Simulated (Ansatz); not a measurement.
## YS: where the heat goes in a short trajectory

Computed with DFT PBEsol, scalar-relativistic, plane waves, PAW (Ansatz 0.2.0). Cutoff 420 eV, shifted (0.5, 0.5, 0.5 steps) 2×2×2 k-points, Fermi–Dirac smearing of 0.05 eV. The mesh is coarse. No spin polarisation.

16 atoms start on the lattice sites below (V = 333.8 Å³, 1.01 times the source cell's; static pressure -2.20 GPa, largest force component 0.00 eV/Å) with velocities drawn for 450 K; constant energy, fixed cell, 44 steps of 6 fs.

```
CELL_PARAMETERS angstrom
-5.50553 -5.50553 0.00000
-5.50553 0.00000 -5.50553
0.00000 -5.50553 -5.50553
ATOMIC_POSITIONS crystal
Y 0.25000 0.25000 0.25000
Y 0.75000 0.25000 0.25000
Y 0.25000 0.75000 0.25000
Y 0.75000 0.75000 0.25000
Y 0.25000 0.25000 0.75000
Y 0.75000 0.25000 0.75000
Y 0.25000 0.75000 0.75000
Y 0.75000 0.75000 0.75000
S 0.50000 0.50000 0.50000
S 0.00000 0.50000 0.50000
S 0.50000 0.00000 0.50000
S 0.00000 0.00000 0.50000
S 0.50000 0.50000 0.00000
S 0.00000 0.50000 0.00000
S 0.50000 0.00000 0.00000
S 0.00000 0.00000 0.00000
```

```
t (fs) T (K) kinetic energy (meV/atom) potential energy over the first frame (meV/atom) P with the kinetic part (GPa)
   0.0    450                       54.5                                               0.0                          -1.91
  18.0    288                       34.9                                              20.1                          -1.50
  36.0    152                       18.5                                              36.7                          -1.11
  54.0    233                       28.2                                              26.5                          -1.21
  72.0    201                       24.4                                              30.5                          -1.04
  90.0    152                       18.4                                              36.7                          -0.81
 108.0    301                       36.5                                              18.3                          -0.95
 126.0    402                       48.7                                               5.8                          -0.99
 144.0    280                       33.9                                              21.2                          -0.70
 162.0    275                       33.3                                              21.4                          -0.76
 180.0    216                       26.1                                              28.9                          -0.85
 198.0    266                       32.3                                              22.4                          -1.13
 216.0    237                       28.7                                              26.2                          -1.24
 234.0    267                       32.4                                              22.5                          -1.47
 252.0    320                       38.8                                              16.0                          -1.66
```

T counts 3N − 3 degrees of freedom. Means over every step of the second half, not only the rows shown: T = 272 K, kinetic energy 33.0 meV/atom, potential energy 21.9 meV/atom, P = -1.13 GPa.

Does the potential energy follow equipartition for harmonic vibrations?

In a harmonic crystal each vibration holds as much potential as kinetic energy on average, here 33.0 meV/atom. The run has 21.9, a ratio of 0.66. The deficit can mean that slow modes haven't yet taken up their share, or that the atoms found a lower arrangement than the start. At constant energy a start from the lattice sites hands about half of the kinetic energy to the potential, so T should settle near 225 K. The time step adds a little: a Verlet scheme lowers a mode's mean kinetic energy against its potential energy by the factor 1 − (ωΔt)²/4. So short a run gives a rough mean. Electronic entropy is part of the potential energy at this smearing.

Split the rise of pressure into the kinetic part and the rest. Can a thermal Grüneisen parameter be estimated?

The program counts the kinetic part as N k_B T/V = 0.18 GPa. The pressure lies 1.08 GPa over the static one in all, so the forces add 0.90 GPa. The potential energy lies far under its harmonic share, so slow or unstable modes may dominate and no γ is drawn.

Cost: 1 run of about 13 core-minutes (earlier runs that led there not counted), on Arm Neoverse N1 (shared hosts).